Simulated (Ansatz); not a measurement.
Here is the system:

ZnCu:
```
ZnCu
1.0
    0.00000     2.91036     2.91036
    2.91036     0.00000     2.91036
    2.91036     2.91036     0.00000
Cu Zn
2 2
Direct
  0.00000   0.00000   0.00000
  0.25000   0.25000   0.25000
  0.50000   0.50000   0.50000
  0.75000   0.75000   0.75000
```

This is the PBEsol-relaxed structure.

Q: All from plane-wave PAW PBEsol (Ansatz code), unless another level is named. Estimate the density of states at the Fermi level.

A: 0.25 states/eV per atom (mean over ±0.08 eV).

Q: Predict the formation energy from the elements (no fitted shifts).

A: -0.064 eV/atom.

Space group Fd-3m. The start of the workflow was typed in or built on a structure type; neither database checked (COD, Materials Project) lists it. It is not the phase usual at ambient conditions (space group No. 221). The PBEsol relaxation kept the symmetry of its start; whether a distortion lowers the energy is not shown. The run is not spin-polarised. The references are the lowest solids computed at this level, not always the standard phases.

Potentials: the earlier of the program's two PAW sets. The files were generated under PBE; for other functionals the program regenerates the frozen cores, and for LDA and PBEsol the local potential too.
